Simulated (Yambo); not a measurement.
Yambo run on NiZnF₆ (space group R-3, No. 148). The wavefunctions are norm-conserving PBEsol (Quantum ESPRESSO, 98 Ry, no spin-orbit coupling) ones on a 4×4×4 mesh (40 occupied bands); a = b = c = 5.186 Å, α = β = γ = 55.75°.

Yambo input:

```
rim_cut
HF_and_locXC
RandQpts= 1000000
RandGvec= 1 Ry
EXXRLvcs= 98 Ry
VXCRLvcs= 392 Ry
% QPkrange
 1 | 1 | 40 | 41 |
 3 | 3 | 40 | 41 |
 7 | 7 | 40 | 41 |
 13 | 13 | 40 | 41 |
%
```

k points by index: 1 = Γ, 3 = L, 7 = F, 13 = Z.

Table of the .hf output:

```
#    K-point    Band    Eo [eV]    Ehf [eV]    Vxc [eV]    Vnlxc [eV]
#
    1    40    -0.214845    -8.671281    -28.88918    -37.34561
    1    41    1.653290    6.070705    -29.73579    -25.31838
    3    40    -0.156616    -9.040158    -28.29091    -37.17445
    3    41    1.161876    5.921233    -29.07438    -24.31502
    7    40    0.000000    -8.817370    -28.59469    -37.41206
    7    41    1.081591    4.988769    -28.73349    -24.82631
    13    40    -0.355438    -9.132646    -28.57632    -37.35353
    13    41    1.231555    5.934469    -29.14437    -24.44146
```
Exchange alone, without screening.

Geometry of the Materials Project entry, not relaxed at this level.

The structure is a Materials Project entry; no match was found in the copy of COD used, and its stability was not checked.

The runs are not spin-polarised; magnetic order was not tried.
